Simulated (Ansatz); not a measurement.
AlOs (CsCl type, Pm-3m), PBEsol in the plane-wave PAW code Ansatz, all energies at zero smearing, with the estimated change up to a 700 eV cutoff added, with one set of potentials and settings (totals compare only within such a set). Cell of 2 atoms (1 Al, 1 Os): -11776.319 eV.

```tsv
element	reference phase	E (eV/atom)
Al	Fm-3m, 1 atoms in the cell	-524.5507
Os	P6_3/mmc, 2 atoms in the cell	-11251.0612
```

Formation energy per atom, worked out: (-11776.319 − 1×(-524.5507) − 1×(-11251.0612))/2 = -0.354 eV/atom (-34 kJ per mol of atoms), at 0 K, without zero-point energy or fitted corrections.

The first step of the workflow began from a Materials Project structure, measured or hypothetical; the Crystallography Open Database copy checked does not list it. With Al and Os taken as one species the cell has the higher symmetry Im-3m, so it may be an ordered model of a mixed-site phase. Its standing as an ambient phase is unchecked. The PBEsol relaxation kept the symmetry of its start; of distortions, only those at the zone centre were tested. The run is not spin-polarised. The references are the lowest solids computed at this level, not always the standard phases. Scalar-relativistic: spin–orbit coupling is off unless named, which matters more the heavier the elements.

Potentials: the later of the program's two PAW sets.
